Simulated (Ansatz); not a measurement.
SrAlGeH:
```
CELL_PARAMETERS angstrom
      4.23989     0.00000     0.00000
     -2.11994     3.67185     0.00000
      0.00000     0.00000     4.99086
ATOMIC_POSITIONS crystal
  Sr 0.33333 0.66667 0.00021
  Al 0.00000 0.00000 0.45766
  Ge 0.66667 0.33333 0.56023
  H  0.00000 0.00000 0.11110
```

Relaxed with r²SCAN.

Q: Map the valence electron density (e/Å³), cut off at 0.8 on the plane through (0.333, 0.667, 0.000) spanned by u = [0, 0, 1] and v = [1, -1, 0] in lattice vectors, from r²SCAN (plane waves, PAW; program Ansatz).

A: x is the fraction of u, y of v (the angle between them is 90°; rows are the nearest grid lines); atoms in the plane: Sr at (0.00, 0.00), Al at (0.46, 0.67), Ge at (0.56, 0.33), H at (0.11, 0.67).
```
|@@@@@*:            :*@@@@@|
|@@@@@=.            .=@@@@@|
|@@@@#:.            .:*@@@@|
|#*=-.                .:=*#|
|:::..     ......      ..::|
|.................        .|
|:=*#*=--:.    ....      .:|
|-*@@@#+-:.     ...      .-|
|-%@@@@*=:      ...      .-|
|-+@@@*=-:.    ....      .-|
|..:::::::::::::::..      .|
|      ...:--===--:..      |
|       ..:-==++=--:..     |
|       ..-=*%@@@%+=:..    |
|       .:-*@@@@@@@#=:..   |
|       .:=%@@@@@@@@=-..   |
|       .:=#@@@@@@@%=:..   |
|       .:-+@@@@@@@*-:.    |
|        .:-=+*#*+=-:..    |
|::..     ...::::........::|
|#*=:.      .......  ..-=*#|
|@@@@#:.            .:#@@@@|
|@@@@@=.            .=@@@@@|
|@@@@@*:            :*@@@@@|
```
Scale: ten equal steps from 0.035 (start of ' ') to 0.800 (end of '@'), in the order ' .:-=+*#%@'; x runs from 0.000 to 1.00, y from 0.000 (bottom) to 1.00 (top).

The density is the valence pseudo-density with augmentation charge, so density and ELF within about 1 Å of a nucleus are not all-electron values.

Space group P3m1. The workflow started from a Materials Project entry (that database holds measured and hypothetical structures alike); the Crystallography Open Database copy checked does not list it. Its standing as an ambient phase is unchecked. The cell was relaxed with r²SCAN under the symmetry of its start; its stability against distortions is not shown here.

Potentials: the later of the program's two PAW sets.
